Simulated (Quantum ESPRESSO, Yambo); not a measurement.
## Levels of theory for the gap of WOF₄

WOF$_{4}$ (space group I4, No. 79): one geometry, one set of PBEsol (Quantum ESPRESSO, PseudoDojo norm-conserving, 84 Ry, without SOC) orbitals, self-energies from Yambo (4×4×4 Γ-centred k mesh, bands 2 to 129 and a 7 Ry block in the screening, 129 bands in G with the Bruneval-Gonze terminator, plasmon pole fitted at 27.2 eV).

Cell and atoms were relaxed with PBE+D3(BJ) from Materials Project entry mp-752955, within its symmetry.

```json
[
 {"level": "PBEsol (Quantum ESPRESSO)", "gap (0, -0.5, 0.25) → M (eV)": "4.58", "direct gap at (0.25, 0.25, -0.25) (eV)": "4.68", "rough Yambo cost": "–"},
 {"level": "exchange only (Hartree-Fock self-energy on PBEsol orbitals)", "gap (0, -0.5, 0.25) → M (eV)": "16.43", "direct gap at (0.25, 0.25, -0.25) (eV)": "16.67", "rough Yambo cost": "about 1/10 (14 states)"},
 {"level": "static COHSEX@PBEsol", "gap (0, -0.5, 0.25) → M (eV)": "9.23", "direct gap at (0.25, 0.25, -0.25) (eV)": "9.36", "rough Yambo cost": "within a factor of two (4 states)"},
 {"level": "G0W0@PBEsol, plasmon pole", "gap (0, -0.5, 0.25) → M (eV)": "8.19", "direct gap at (0.25, 0.25, -0.25) (eV)": "8.31", "rough Yambo cost": "1 (14 states)"}
]
```

Bare exchange has no screening and gives the widest gap; static COHSEX screens it but leaves out the frequency dependence, which G0W0 restores.

Costs are rough ratios of core time on shared machines.

Nearest settings tried, and what they do to the gap: 87 bands in W, 87 bands in G: +59 meV; 2 Ry block (37 vectors against 199): +480 meV. Not varied: mesh. So the settings aren't converged at that level.

Without spin-orbit coupling, band edges of such heavy elements can be off by tenths of an eV.

The structure is a Materials Project entry; no match was found in the copy of COD used, and its stability was not checked.
